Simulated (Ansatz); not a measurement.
LaAg (CsCl type, space group No. 221) under volume change, the program Ansatz at the r²SCAN level (PAW), scaled uniformly.

```tsv
V (Å³/atom)	E − E(relaxed) (meV/atom)	P (GPa)
25.283	45.1	6.26
26.116	18.9	3.84
26.950	4.5	1.77
27.783	0.0	0.00
28.617	?	?
29.450	15.5	-2.82
30.284	?	?
```

### Question
Fill in the missing entries.

### Answer

- 30.284, E − E(relaxed) (meV/atom): 33.1
- 30.284, P (GPa): -3.93
- 28.617, E − E(relaxed) (meV/atom): 4.1
- 28.617, P (GPa): -1.52

### Question
What does a third-order Birch–Murnaghan fit give for V₀, B₀ and B′?

### Answer
V₀ = 27.78 Å³/atom, B₀ = 54.6 GPa, B′ = 4.2.

Space group Pm-3m (CsCl type). The workflow started from an entry of the Crystallography Open Database (COD). Its standing as an ambient phase is unchecked. The cell was relaxed with r²SCAN under the symmetry of its start; whether a distortion lowers the energy is not shown. No spin polarisation was allowed. Spin–orbit coupling is left out wherever it is not named.

Potentials: the later of the program's two PAW sets.
